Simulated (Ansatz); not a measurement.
The cell is OsFI (Janus 1T monolayer); cell and atoms were relaxed with r2SCAN. The sheet's in-plane cell has a = 3.770 Å, b = 3.770 Å (γ = 120.0°), and its outermost atoms lie 2.25 Å apart along the normal. Around Os lie 3 F at 2.39 Å and 3 I at 2.52 Å; around F lie 3 Os at 2.39 Å; around I lie 3 Os at 2.52 Å.

```yaml
crystal:
  lattice:
    - [3.77032, 0.00000, 0.00000]
    - [-1.88516, 3.26519, 0.00000]
    - [0.00000, 0.00000, 29.52740]
  atoms:
    - { symbol: Os, position: [0.00000, 0.00000, 0.30785] }
    - { symbol: F, position: [0.33333, 0.66667, 0.34137] }
    - { symbol: I, position: [0.66667, 0.33333, 0.26518] }
```
Two periodic directions, a and b.

5 runs of the PAW code Ansatz on this cell differ in the functional (and in the settings that go with it). Levels are in eV from each run's valence top; v1 is the last filled band, c1 the first empty one.

Run A, mean stress -0.3 N/m (compression positive):
```
point     v5     v3     v1    c1    c2    c3
    Γ  -3.19  -1.03  -0.03  4.52  5.13  5.13
    M  -4.32  -0.84  -0.31  3.72  4.71  5.64
    K  -4.55  -0.67  -0.19  3.32  4.83  6.73
```

Run B, mean stress +1.3 N/m (compression positive):
```
point     v5     v3     v1    c1    c2    c3
    Γ  -3.12  -0.93  -0.05  2.62  2.93  2.93
    M  -4.23  -0.80  -0.19  1.53  2.48  3.58
    K  -4.07  -0.48  -0.27  1.38  2.52  4.54
```

Run C, mean stress -0.4 N/m (compression positive):
```
point     v5     v3     v1    c1    c2    c3
    Γ  -3.19  -1.02  -0.03  3.83  4.35  4.35
    M  -4.31  -0.83  -0.31  2.96  3.93  4.89
    K  -4.54  -0.66  -0.19  2.56  4.05  5.97
```

Run D, mean stress -2.8 N/m (compression positive):
```
point     v5     v3     v1    c1    c2    c3
    Γ  -3.16  -0.95  -0.06  2.57  2.84  2.84
    M  -4.29  -0.82  -0.19  1.42  2.38  3.45
    K  -4.13  -0.48  -0.31  1.29  2.39  4.42
```

Run E, mean stress 0.0 N/m (compression positive):
```
point     v5     v3     v1    c1    c2    c3
    Γ  -3.20  -0.95  -0.04  3.27  3.28  3.28
    M  -4.36  -0.80  -0.22  1.95  2.85  4.05
    K  -4.20  -0.53  -0.23  1.69  2.95  5.04
```

Question: Match the runs to LDA, PBE, r2SCAN, HSE06, PBE0.

Answer: A is PBE0, B is PBE, C is HSE06, D is LDA, E is r2SCAN. In order of the gap: LDA 1.29, PBE 1.38, r2SCAN 1.69, HSE06 2.56, PBE0 3.32 eV.

All values are calculated for a non-magnetic cell, which may be hypothetical.

No spin-orbit coupling is included; it can move band edges with weight on the heavy atoms by tenths of an eV.

The program warns that its thresholds are loose for a hybrid's stress.

The meshes of the hybrids are coarse, so their gaps aren't converged to the digits shown.
